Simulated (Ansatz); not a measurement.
Values for one crystal, relaxed and computed with plane-wave PAW r²SCAN+D4 (Ansatz code); other levels are named.

* **Volume per atom**: 15.00 Å³
* **Band gap**: 4.37 eV (smallest direct gap 4.39 eV)
* **Bulk modulus (Birch–Murnaghan fit)**: 16.2 GPa
* **Electron effective mass**: 0.36, 0.39, 0.43 mₑ (principal values)
* **Electron effective mass with spin–orbit coupling**: 0.36, 0.39, 0.43 mₑ (principal values)
* **Debye temperature from the elastic constants**: 207 K
* **HSE06 gap on the r²SCAN+D4 cell**: 4.91 eV

Question: Which compound is it?
A) MgI2, CdI2 type
B) CrI3, R-3 (Cr on 6c, I on 18f)
C) SiH8N2F6, Fm-3m (Si on 4a, H on 32f, N on 8c, F on 24e)
D) NaH4IO2, P-1 (Pearson symbol aP16)

Answer: D, NaH4IO2, P-1 (Pearson symbol aP16)

The workflow started from a Materials Project entry (that database holds measured and hypothetical structures alike); the Crystallography Open Database files this formula in space group No. 2, but the cells were not matched. Its standing as an ambient phase is unchecked. Symmetry was held in the r²SCAN+D4 relaxation; its stability against distortions is not shown here. Spin–orbit coupling is left out wherever it is not named.

Potentials: the later of the program's two PAW sets.
